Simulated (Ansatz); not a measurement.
Quadrupolar parameters in NaMgScS₃O₁₂

The cell is a Materials Project structure (computed, not necessarily an observed phase), atoms as given.

Space group R3c:H (No. 161); a = 8.7297, c = 22.9930 Å, γ = 120.00°.

| site | Wyckoff | site symmetry | x | y | z |
| --- | --- | --- | --- | --- | --- |
| Na | 6a | 3. | 0.0000 | 0.0000 | 0.4979 |
| Mg | 6a | 3. | 0.0000 | 0.0000 | 0.3511 |
| Sc | 6a | 3. | 0.0000 | 0.0000 | 0.6483 |
| S | 18b | 1 | 0.9604 | 0.3370 | 0.5842 |
| O13 | 18b | 1 | 0.2104 | 0.0268 | 0.3028 |
| O19 | 18b | 1 | 0.7899 | 0.9737 | 0.6977 |
| O25 | 18b | 1 | 0.0228 | 0.8268 | 0.4098 |
| O31 | 18b | 1 | 0.9768 | 0.1744 | 0.5897 |

One atom of each set is listed; the run and its k-mesh use a cell of 36 atoms with edges of 9.17, 9.17, 9.17 Å.

Method: Kohn–Sham DFT in Ansatz, PBE, plane waves and PAW, scalar-relativistic, 420 eV cutoff, Γ-centred 3×3×3 k-points, Fermi–Dirac smearing 0.02 eV.

C_Q = eQV_zz/h, which is 24.18 MHz for Q = 1 b and V_zz = 10²¹ V/m²; η = (V_xx − V_yy)/V_zz.

Na-23: I = 3/2, Q = 104.0 mb; ²⁵Mg: I = 5/2, Q = 199.4 mb; ⁴⁵Sc: I = 7/2, Q = -220.0 mb; 33S: I = 3/2, Q = -69.40 mb; O-17: I = 5/2, Q = -25.58 mb. Q values from Pyykkö, Mol. Phys. 116, 1328 (2018).

```csv
site,atoms,first shell,"V_xx, V_yy, V_zz (10²¹ V/m²)",η,C_Q (MHz)
Na,2,6 O at 2.59–2.67 Å,"0.38, 0.38, -0.75",0.00,-1.89
Mg,2,6 O at 2.06–2.11 Å,"-0.007, -0.007, 0.014",0.00,0.068
Sc,2,6 O at 2.07–2.12 Å,"0.058, 0.058, -0.12",0.00,0.619
S,6,4 O at 1.46–1.50 Å,"0.61, 1.16, -1.76",0.31,2.96
O13,6,"1 S at 1.46 Å, 1 Mg at 2.06 Å, angle 154°","-6.34, -7.48, 13.83",0.08,-8.55
O19,6,"1 S at 1.49 Å, 1 Sc at 2.07 Å, angle 154°","-6.67, -7.36, 14.03",0.05,-8.68
O25,6,"1 S at 1.47 Å, 1 Mg at 2.11 Å, angle 147°; also 1 Na at 2.59 Å","-5.99, -7.93, 13.92",0.14,-8.61
O31,6,"1 S at 1.50 Å, 1 Sc at 2.12 Å, angle 145°; also 1 Na at 2.67 Å","-6.03, -8.08, 14.11",0.15,-8.73
```

An axis of threefold or higher order runs through Na, Mg and Sc, so V_zz lies along it and η is zero. At O13, O19, O25 and O31 V_zz points along the shorter of its two bonds, to S (within 2°) in each case.

The largest force is 0.4 eV/Å, so the atoms aren't at the calculated equilibrium and relaxing them would move these values.
